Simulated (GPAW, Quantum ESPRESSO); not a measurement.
Given: the input of a run of GPAW 26.7.0 on Y2Ge3. The cell comes from a database or a generator and needn't be the stable form of this composition.

File Y2Ge3.xyz:

```xyz
5
Lattice="4.3924264328 0.0000000000 0.0000000000 -2.1962132164 3.8039528751 0.0000000000 0.0000000000 0.0000000000 7.1072950000" Properties=species:S:1:pos:R:3 pbc="T T T"
Y      0.0000000000      0.0000000000      1.9194742679
Y      0.0000000000      0.0000000000      5.1878207321
Ge     2.1962132166      1.2679842916      0.0000000000
Ge     2.1962132166      1.2679842916      3.5536475000
Ge    -0.0000000002      2.5359685835      0.0000000000
```

Potentials or basis: GPAW PAW data sets (gpaw-data 1.2.1), pw.

The run is started by

```sh
$ OMP_NUM_THREADS=1 gpaw run Y2Ge3.xyz -p 'mode=PW(600),xc=PBE,kpts={size:(7,7,4),gamma:True},occupations={name:fermi-dirac,width:0.05},nbands=34,convergence={density:1e-05,energy:1e-05},maxiter=150,txt=gpaw.txt' --properties efs -w gs.gpw
```

Task: Set up the same calculation for Quantum ESPRESSO 7.5 (ASE script). Potentials or basis there: SSSP 1.3 efficiency PBE, cutoff 748 eV.

Result: As run (cutoffs and basis follow the program's own potentials, and thresholds, step limits or extra output files can differ):

The input run.py:

```python
import numpy as np
from ase.calculators.espresso import Espresso, EspressoProfile
from ase.io import read

atoms = read('Y2Ge3.cif')

input_data = {
    'control': {'calculation': 'scf', 'prefix': 'pwscf', 'outdir': './tmp', 'tprnfor': True, 'tstress': True, 'disk_io': 'nowf'},
    'system': {'ecutwfc': 55.0, 'ecutrho': 440.0, 'nbnd': 43, 'occupations': 'smearing', 'smearing': 'fd', 'degauss': 0.00367493},
    'electrons': {'conv_thr': 1e-09, 'electron_maxstep': 120, 'mixing_beta': 0.5},
}
pseudopotentials = {'Y': 'Y_pbe_v1.uspp.F.UPF', 'Ge': 'ge_pbe_v1.4.uspp.F.UPF'}
profile = EspressoProfile(command='pw.x', pseudo_dir='pseudo')
dft = Espresso(profile=profile, input_data=input_data, pseudopotentials=pseudopotentials, kpts=(7, 7, 4), koffset=(0, 0, 0))
atoms.calc = dft

print(f'energy {atoms.get_potential_energy():.8f} eV')
print('forces (eV/A)')
print(np.round(atoms.get_forces(), 6))
print('stress (eV/A^3, Voigt)')
print(np.round(atoms.get_stress(), 8))
print(f'Fermi level {dft.get_fermi_level():.4f} eV')
```

The input Y2Ge3.cif:

```cif
data_Y2Ge3
_cell_length_a 4.39242643
_cell_length_b 4.39242643
_cell_length_c 7.10729500
_cell_angle_alpha 90.00000000
_cell_angle_beta 90.00000000
_cell_angle_gamma 120.00000000
_space_group_name_H-M_alt 'P1'
_space_group_name_Hall 'P 1'
_space_group_IT_number 1
loop_
_space_group_symop_operation_xyz
'x,y,z'
loop_
_atom_site_label
_atom_site_type_symbol
_atom_site_symmetry_multiplicity
_atom_site_Wyckoff_symbol
_atom_site_fract_x
_atom_site_fract_y
_atom_site_fract_z
_atom_site_occupancy
Y1 Y 1 a 0.0000000000 0.0000000000 0.2700710000 1
Y2 Y 1 a 0.0000000000 0.0000000000 0.7299290000 1
Ge1 Ge 1 a 0.6666666667 0.3333333333 0.0000000000 1
Ge2 Ge 1 a 0.6666666667 0.3333333333 0.5000000000 1
Ge3 Ge 1 a 0.3333333333 0.6666666667 0.0000000000 1
```

Potentials or basis: SSSP 1.3 efficiency PBE.

Run with:

```sh
$ OMP_NUM_THREADS=1 python run.py
```

Both were run:

|  | GPAW | Quantum ESPRESSO |
| --- | --- | --- |
| Pressure | 0.3 GPa | 0.3 GPa |
| Largest force | 0.157 eV/Å | 0.151 eV/Å |

The potentials hold 34 and 64 valence electrons a cell.

Pressure is positive in compression.
